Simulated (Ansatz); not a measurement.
## Notes on BaTiO3

```xyz
5
Lattice="3.9738 0.0000 0.0000 0.0000 3.9738 0.0000 0.0000 0.0000 3.9908" Properties=species:S:1:pos:R:3 pbc="T T T"
Ba    0.0000    0.0000    0.0000
Ti    1.9869    1.9869    1.9236
O     1.9869    1.9869    0.0639
O     1.9869    0.0000    2.0553
O     0.0000    1.9869    2.0553
```

The numbers come from plane-wave PAW DFT (Ansatz): r2SCAN, no spin polarisation, 500 eV, 7×7×7 Γ-centred k points, gaussian occupations (width 0.0775 eV). Nothing was relaxed.

Task: What is the formation energy?

Result: -3.40 eV an atom against the elements' usual phases (free molecules for gases, crystals otherwise, with no correction for O₂ or N₂), so it is bound against them; other compounds may still compete. Relaxing would lower it.

Task: What do density and ELF say about some of the short contacts?

Result: Ti–O at 1.86 Å: least valence density 0.91 e/Å³ and ELF 0.24 there. Ba–O at 2.77 Å: least valence density 0.19 e/Å³ and ELF 0.09 there, a closed-shell (ionic or weak) contact. Both are smooth PAW fields, read partly inside the augmentation spheres.

Task: Which element gives electrons and which takes them?

Result: Bader charges in e: Ba +1.57, Ti +2.31, O -1.29. In the mean Ti gives up most and O takes most.

Task: What is the character of the valence top and the conduction bottom?

Result: Within 0.7 eV of the edges, the states project mainly on O p (94 %) below the gap and on Ti d (88 %) above it.

Task: Which atom feels the largest force, and which way?

Result: The largest is on O3: 0.29 eV/Å, components (0.00, 0.00, 0.29). It makes 0° with the line to a nearest neighbour, Ti2 at 1.86 Å, pointing towards it.

Task: What does the stress say?

Result: The pressure is 3.1 GPa (compression positive), so with the atoms held at these fractions the cell would first expand. The principal stresses 2.6, 2.6, 4.2 GPa differ, so its shape would change too.

Task: What is the band gap?

Result: The gap is 2.24 eV, indirect (the least direct gap found is 2.52 eV). A semilocal functional usually gives too small a gap.

Origin: a database entry at a rescaled volume.
